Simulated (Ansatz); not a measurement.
Does relaxation matter for the field gradients of SiO2?

Start: an entry of the Crystallography Open Database (COD) (the cell was measured well above room temperature), taken as it stands.

Space group P4_12_12 (No. 92); a = 4.9930, c = 7.0050 Å.

```
site  Wyckoff  site symmetry       x       y       z
  Si       4a            ..2  0.2966  0.2966  0.0000
   O       8b              1  0.2406  0.0966  0.1747
```

One atom of each set is listed.

Computed with Ansatz: DFT, PBE, plane waves and PAW (field gradients read without the response of the frozen cores, which leaves them typically 4 to 6 % off), scalar-relativistic, 420 eV cutoff, Γ-centred 5×5×3 k-points, Fermi–Dirac smearing 0.02 eV.

The largest force at the start is 0.47 eV/Å. Relaxing the ions at fixed cell moves them by 0.089 Å at most (atom 9, O) and 0.076 Å rms.

| site | moved (Å) | first shell before | first shell after | V_zz before (10²¹ V/m²) | η before |
| --- | --- | --- | --- | --- | --- |
| Si | 0.041 | 4 O at 1.60 Å | 4 O at 1.62–1.63 Å | -0.43 | 0.86 |
| O | 0.089 | 2 Si at 1.60 Å, angle 149° | 2 Si at 1.62–1.63 Å, angle 144° | 9.49 | 0.11 |

Question: How do the gradients change?

Answer: 

```json
{"site": "Si", "V_zz after": "-0.37", "η after": "0.76", "change of V_zz": "+0.06"}
{"site": "O", "V_zz after": "9.87", "η after": "0.17", "change of V_zz": "+0.38"}
```

The largest change of V_zz is on O, from 9.49 to 9.87. In per cent, |V_zz| changes by +4 on O (all sites that start above 0.5).
